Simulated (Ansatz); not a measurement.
Hf (hcp (Mg type), space group No. 194) under volume change, plane-wave PAW PBE+D3(BJ) (Ansatz code), shape and atoms relaxed at each volume.

```
V (Å³/atom)  E − E(relaxed) (meV/atom)  P (GPa)
-----------  -------------------------  -------
19.880                            70.9    12.39
20.535                            30.1     7.69
21.190                             7.2     3.59
21.846                             0.0     0.00
22.501                             6.6    -3.15
23.156                            25.3    -5.92
23.812                            54.6    -8.34
```

What does a third-order Birch–Murnaghan fit give for V₀, B₀ and B′?

V₀ = 21.85 Å³/atom, B₀ = 112 GPa, B′ = 3.4.

Space group P6_3/mmc (hcp (Mg type)). Symmetry was held in the PBE+D3(BJ) relaxation. The run is not spin-polarised. The pairwise dispersion correction was not fitted to metals. Scalar-relativistic: spin–orbit coupling is off unless named, which matters more the heavier the elements.

Potentials: the later of the program's two PAW sets.
